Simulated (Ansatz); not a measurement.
Starting structure of a cell relaxation (symmetry kept):

```cif
data_structure
_symmetry_space_group_name_H-M 'F-43m'
_symmetry_Int_Tables_number 216
_cell_length_a 5.5051
_cell_length_b 5.5051
_cell_length_c 5.5051
_cell_angle_alpha 90.000
_cell_angle_beta 90.000
_cell_angle_gamma 90.000
_cell_volume 166.84
loop_
_atom_site_label
_atom_site_type_symbol
_atom_site_symmetry_multiplicity
_atom_site_Wyckoff_symbol
_atom_site_fract_x
_atom_site_fract_y
_atom_site_fract_z
_atom_site_occupancy
Ga1 Ga 4 a 0.00000 0.00000 0.00000 1
P1 P 4 d 0.25000 0.25000 0.75000 1
```

The calculation used Ansatz 0.2.0, DFT PBE+D3(BJ), scalar-relativistic, plane waves, PAW.

Settings: cutoff 420 eV, Γ-centred mesh 8×8×8 on the computed 2-atom cell, Gaussian smearing of 0.02 eV; no spin polarisation.

What does it relax to?

The volume goes down by 0.68 Å³/atom to 20.18 Å³/atom, and the energy falls by 5.4 meV/atom. Final structure:
```cif
data_structure
_symmetry_space_group_name_H-M 'F-43m'
_symmetry_Int_Tables_number 216
_cell_length_a 5.4449
_cell_length_b 5.4449
_cell_length_c 5.4449
_cell_angle_alpha 90.000
_cell_angle_beta 90.000
_cell_angle_gamma 90.000
_cell_volume 161.43
loop_
_atom_site_label
_atom_site_type_symbol
_atom_site_symmetry_multiplicity
_atom_site_Wyckoff_symbol
_atom_site_fract_x
_atom_site_fract_y
_atom_site_fract_z
_atom_site_occupancy
Ga1 Ga 4 a 0.00000 0.00000 0.00000 1
P1 P 4 d 0.25000 0.25000 0.75000 1
```

Cost: 1 run of about 0.14 core-minutes, on Arm Neoverse V1 (shared hosts).